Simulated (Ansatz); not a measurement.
Lattice vibrations of LaAl₃N₂ at Γ

Level of theory: DFT PBE, scalar-relativistic, plane waves, PAW (Ansatz). Cutoff 420 eV, 12×12×12 k-points (Γ-centred), Gaussian smearing of 0.10 eV. No spin polarisation. Phonons by linear response, acoustic sum rule imposed.

Equilibrium structure at this level:
```
CELL_PARAMETERS angstrom
-1.98493 1.98493 6.08955
1.98493 -1.98493 6.08955
1.98493 1.98493 -6.08955
ATOMIC_POSITIONS crystal
La 0.13089 0.13089 0.00000
Al 0.87930 0.37930 0.50000
Al 0.37930 0.87930 0.50000
Al 0.72594 0.72594 0.00000
N 0.39122 0.39122 0.00000
N 0.90845 0.90845 0.00000
```

It was reached by relaxing an invented guess, and it needn't be the stable form of this composition. In a metal, frequencies depend on the k mesh and the smearing, soft modes most.

Question: Is this structure stable against zone-centre distortions?

Answer: Yes, at Γ: no optical mode is imaginary. Strains and other wave vectors aren't tested by this run.

Question: List the optical modes at Γ (i marks imaginary ones).

Answer:
| frequency (THz) | degeneracy |
| --- | --- |
| 2.98 | 1 |
| 4.06 | 2 |
| 5.21 | 1 |
| 7.24 | 1 |
| 8.10 | 2 |
| 8.74 | 1 |
| 10.33 | 1 |
| 11.34 | 2 |
| 14.55 | 2 |
| 18.48 | 2 |
